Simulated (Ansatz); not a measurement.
A scan (energy against volume; even scaling of the relaxed cell, symmetry kept) gave these values. Calculation: PBE (plane waves to 420 eV, PAW, scalar-relativistic; Ansatz, a program for electronic structure).

The bulk modulus at fixed cell shape B₀ (third-order Birch-Murnaghan fit) is 46.7 GPa and the pressure derivative B₀′ (fit) comes out as 3.5. The equilibrium volume of the fit comes out as 29.09 Å³/atom.

Question: Of these crystals, all scanned alike, which one is it?
A. Lu (hcp, Mg type)
B. Tl (hcp, Mg type)
C. VO₂ (rutile)
D. Al₂Cu (Al2Cu type, space group I4/mcm)

Answer: A, Lu (hcp, Mg type). The others have, for the bulk modulus at fixed cell shape: Tl 26.2 GPa, VO2 226 GPa, Al2Cu 99 GPa

Al2Cu is run without spin polarisation. All were relaxed with their symmetry unable to fall. Lu is run without spin polarisation. Relaxed VO2 ends ferromagnetic. Spin-orbit coupling is left out. The PAW data are Ansatz's earlier set. The relaxed volume of Tl is well above the measured one; the method has no dispersion term. This is a high-temperature form of VO2. VO2 is run spin-polarised and with no Hubbard U. Other magnetic orders were not checked, so this need not be the ground state. (This holds for the magnetic or f-shell members.) With the shape held, the modulus is that of even scaling; a crystal free to change shape is softer.

(A scan under strain: stresses follow from slopes of the energy per volume, elastic moduli from its curvatures.)
